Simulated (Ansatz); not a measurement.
BP (zinc blende)

```yaml
crystal:
  lattice:
    - [0.00000, 2.26820, 2.26820]
    - [2.26820, 0.00000, 2.26820]
    - [2.26820, 2.26820, 0.00000]
  atoms:
    - { symbol: P, position: [0.75000, 0.75000, 0.75000] }
    - { symbol: B, position: [0.00000, 0.00000, 0.00000] }
```

Equation-of-state scan: isotropic scaling of the cell above, V₀ being its volume. Symmetry pins the atoms to their sites.

The numbers are results of r2SCAN (plane waves to 500 eV, PAW, scalar-relativistic; Ansatz, an electronic-structure program), not measurements. k mesh 12×12×12 (Γ-centred), Fermi-Dirac smearing 0.05 eV. E stands for the smeared free energy. Compression counts positive. BP was relaxed with its symmetry unable to fall. The PAW data are Ansatz's earlier set. The zero of ΔE is the relaxed starting cell.

```csv
V (Å³/atom),ΔE (meV/atom)
10.502,72.7
10.794,39.2
11.086,withheld
11.378,4.0
11.669,0.0
11.961,3.7
12.253,14.3
12.544,30.9
12.836,53.0
```

Fit a third-order Birch-Murnaghan form (E₀, V₀, B₀, B₀′ free) to the given rows and predict ΔE at V = 11.086.

Least squares on the 8 given rows: ΔE = E₀ + (9V₀B₀/16)·y²·[2 + (B₀′ − 4)y], y = (V₀/V)^(2/3) − 1, with V₀ = 11.669 Å³/atom, B₀ = 169.2 GPa (160.2 GPa = 1 eV/Å³; the term in eV is multiplied by 1000), B₀′ = 3.71, E₀ = 0.01 meV/atom; root-mean-square residual 0.03 meV/atom. At 11.086 the fit gives 16.7 meV/atom; the calculation gives 16.7 meV/atom, the same to the digits shown. For the pressure the fit gives 9.5 GPa against the computed 9.6 GPa.

(A scan under strain: stresses follow from slopes of the energy per volume, elastic moduli from its curvatures.)
